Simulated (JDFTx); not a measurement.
Input for JDFTx (a modified build): Ba (SMILES [Ba]), charge 0, multiplicity 1, vacuum; lengths in bohr, energies in hartree.

```
lattice \
  20.7869873709 0.0000000000 0.0000000000 \
  0.0000000000 20.7869873709 0.0000000000 \
  0.0000000000 0.0000000000 20.7869873709
coords-type Cartesian
ion Ba 0.0000000000 0.0000000000 0.0000000000 0
ion-species pseudo/ba_pbe_v1.upf
elec-cutoff 20 100
elec-ex-corr gga-PBE
symmetries none
coulomb-interaction Isolated
coulomb-truncation-embed 0 0 0
elec-n-bands 5
electronic-minimize nIterations 150 energyDiffThreshold 1e-7
dump-name s0.$VAR
dump End State Ecomponents EigStats BandEigs Forces ElecDensity IonicPositions
```

The minimisation and the closing blocks of the log:

```
ElecMinimize: Iter:   0  Etot: -25.613148850378842  |grad|_K:  3.711e-06  alpha:  1.000e+00
ElecMinimize: Iter:   1  Etot: -25.613152864934221  |grad|_K:  2.709e-06  alpha:  1.518e+00  linmin: -1.767e-05
ElecMinimize: Iter:   2  Etot: -25.613155824369716  |grad|_K:  1.954e-06  alpha:  2.100e+00  linmin: -2.904e-04
ElecMinimize: Iter:   3  Etot: -25.613156810822790  |grad|_K:  1.295e-06  alpha:  1.345e+00  linmin:  2.378e-06
ElecMinimize: Iter:   4  Etot: -25.613157169762225  |grad|_K:  8.137e-07  alpha:  1.116e+00  linmin:  1.164e-05
ElecMinimize: Iter:   5  Etot: -25.613157346911144  |grad|_K:  6.575e-07  alpha:  1.394e+00  linmin:  7.557e-06
ElecMinimize: Iter:   6  Etot: -25.613157453422609  |grad|_K:  4.316e-07  alpha:  1.283e+00  linmin:  6.347e-06
ElecMinimize: Iter:   7  Etot: -25.613157495170455  |grad|_K:  2.653e-07  alpha:  1.167e+00  linmin:  2.537e-06
ElecMinimize: Iter:   8  Etot: -25.613157510088890  |grad|_K:  1.577e-07  alpha:  1.104e+00  linmin:  3.642e-06
ElecMinimize: Converged (|Delta Etot|<1.000000e-07 for 2 iters).

# Ionic positions in cartesian coordinates:
ion Ba   0.000000000000000   0.000000000000000   0.000000000000000 0

# Forces in Cartesian coordinates:
force Ba   0.000000027064861   0.000000004127734  -0.000000059267918 0

# Energy components:
       EH =       19.5892425547117952
     Eloc =      -46.2265104507352120
      Enl =       -1.3581278123708402
      Exc =      -13.6594849597567976
 Exc_core =        9.4586644658818617
       KE =        6.5830586921803027
-------------------------------------
     Etot =      -25.6131575100888895


	eMin: -1.241517 at state 0 ( [ +0.000000 +0.000000 +0.000000 ] spin 0 )
	HOMO: -0.121711 at state 0 ( [ +0.000000 +0.000000 +0.000000 ] spin 0 )
```

The run took 9 electronic cycles; the highest occupied level lies at -3.31 eV from the vacuum level.
